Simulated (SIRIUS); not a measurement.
Input and output of a self-consistent single point for SiO₂ (P2_1, 12 atoms in the cell; from Materials Project mp-972808, lattice scaled a little) (SIRIUS).

Level of theory: LDA (PW92), PseudoDojo 0.4 standard norm-conserving LDA (tails mended) pseudopotentials (plane waves; SIRIUS 7.12.0).

```
SiO2
1.0
    4.89528     0.00000     0.00000
    0.00000     8.12082     0.00000
   -2.36093     0.00000     4.37232
Si O
4 8
Cartesian
  2.02129   7.61554   1.52808
  0.51306   3.55513   2.84424
  2.92769   4.57738   1.33889
 -0.39334   0.51697   3.03343
  0.81518   7.68448   2.58063
  1.71916   3.62408   1.79169
  2.45518   6.09622   1.35297
  0.07916   2.03581   3.01935
 -0.72685   4.42926   2.33526
  3.26120   0.36885   2.03706
  1.02777   4.15209   4.23870
  1.50658   0.09168   0.13362
```

Reference input (self-consistent single point, DFT, LDA (PW92), plane waves, PseudoDojo 0.4 standard norm-conserving LDA (tails mended) pseudopotentials): parameters.ngridk = 3 2 3; parameters.xc_functionals = [XC_LDA_X, XC_LDA_C_PW]; parameters.gk_cutoff = 9.165 1/bohr; parameters.pw_cutoff = 18.331 1/bohr; parameters.smearing = gaussian; parameters.smearing_width = 0.000734986 Ha; potentials = PseudoDojo 0.4 standard norm-conserving LDA (tails mended) pseudopotentials; parameters.electronic_structure_method = pseudopotential; parameters.num_bands = 38; parameters.num_mag_dims = 0; parameters.num_dft_iter = 100; parameters.energy_tol = 1e-07 Ha. This run's input differs from it in these lines:

```diff
@@ -14,4 +14,4 @@
     "xc_functionals": ["XC_LDA_X", "XC_LDA_C_PW"],
-    "gk_cutoff": 9.165,
-    "pw_cutoff": 18.331,
+    "gk_cutoff": 6.481,
+    "pw_cutoff": 12.962,
     "ngridk": [3, 2, 3],
```

Output (repeated stretches shortened):

```
[find] density tolerance         : 1e-06
[find] total energy tolerance    : 1e-07
[find] iter_solver_tol (initial) : 0.01
[find] iter_solver_tol (target)  : 1e-13
[find] num_dft_iter              : 100
Charges and magnetic moments
--------------------------------------------------------------------------------
total charge          : 64.000000
[find] | SCF iteration   0 out of 100|
[diagonalize] iterative solver tolerance (occupied, empty): 0.01 0.01
[diagonalize] average number of iterations: 2.4
Warning in function "xc_rg_nonmagnetic" at src/potential/xc.cpp:62
Interstitial charge density has negative values
   [... lines left out ...]

[find] Charges and magnetic moments
[find] total charge          : 64.000000
[find] Energy
[find] smearing (-TS)                 :       0.00000000
[find] Total energy                   :    -149.13630504 (Ha),    -298.27261009 (Ry)
[find] Free energy (E-TS)             :    -149.13630504 (Ha),    -298.27261009 (Ry)
[find] band gap (eV)                  :       5.54477882
[find] Efermi                         :       0.12906995
[find] iteration : 22, RMS (target) : 4.1952e-07 (1.0000e-06) , energy difference (target) : -1.0516e-12 (1.0000e-07)
[find] bands are converged : true
[find] iterative solver converged : true
[find] converged after 23 SCF iterations!
[find] Charges and magnetic moments
[find] total charge          : 64.000000
[find] Energy
[find] smearing (-TS)                 :       0.00000000
[find] Total energy                   :    -149.13630504 (Ha),    -298.27261009 (Ry)
[find] Free energy (E-TS)             :    -149.13630504 (Ha),    -298.27261009 (Ry)
[find] band gap (eV)                  :       5.54477882
[find] Efermi                         :       0.12906995
[ground_state] === stress tensor components [kbar] ===
[ground_state] === stress_total ===
[ground_state]   529.372527    0.000000   -1.124134
[ground_state]     0.000000  529.015707    0.000000
[ground_state]    -1.124134    0.000000  532.037734
[ground_state] ==== total Forces in Ha/bohr =====
   [... lines left out ...]
[ground_state] atom:    7, force:       0.0002885      0.0001728      0.0004800
[ground_state] atom:    8, force:      -0.0000248      0.0032887      0.0015228
[ground_state] atom:    9, force:       0.0000248      0.0032887     -0.0015228
[ground_state] atom:   10, force:       0.0026305      0.0004946     -0.0002422
[ground_state] atom:   11, force:      -0.0026305      0.0004946      0.0002422
```

The run converged in 23 iterations. SIRIUS prints the stress tensor with tension positive. Against the reference run the free energy goes up by 1.38 eV/atom, the pressure goes from 0.69 to -53.01 GPa and the largest force goes from 0.046 to 0.218 eV/Å.

This run is one point of a test of settings, so its values need not be converged; read them against the reference run alone. The structure comes from a collection of computed structures, made at another level of theory; the collection holds predicted forms beside known ones. Its lattice was then scaled.

Cost on one core: roughly 100 core-seconds.

The gap that the log prints is read on the run's mesh, which can miss the band edges or a crossing.

At a cut-down plane-wave cutoff the stress holds a Pulay term: a spurious tension from the incomplete basis, which lowers the pressure; energies, forces and gaps of such rows are unconverged too.

“Tails mended”: in these copies of the files the far tail of each local potential was reset to the Coulomb form.
